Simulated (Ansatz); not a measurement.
Problem. Name crystals whose computed values (LDA (plane waves, PAW; program Ansatz)) fall in these windows: highest Γ mode, no LO–TO term (cm⁻¹) 170 to 210; B₀ by P(V) fit (GPa) 28 to 35.

Solution. 

| crystal | highest Γ mode, no LO–TO term (cm⁻¹) | B₀ by P(V) fit (GPa) |
|---|---|---|
| HfTe2, CdI2 type | 186 | 32.3 |
| NaCl, rock salt | 188 | 32.0 |
| LiBr, rock salt | 196 | 33.3 |
Others may fit too.

Standing as an ambient phase not checked: HfTe2, CdI2 type. Weakly bound layers, chains or molecules computed without a dispersion correction, so cells and soft constants are ill determined: HfTe2, CdI2 type. All cells were relaxed under the symmetry of their starts (and spin orders); stability against distortions was not tested throughout. Rows with no word on spin ran without spin polarisation. Scalar-relativistic: spin–orbit coupling is off unless named, which matters more the heavier the elements.

Potentials: the later of the program's two PAW sets.
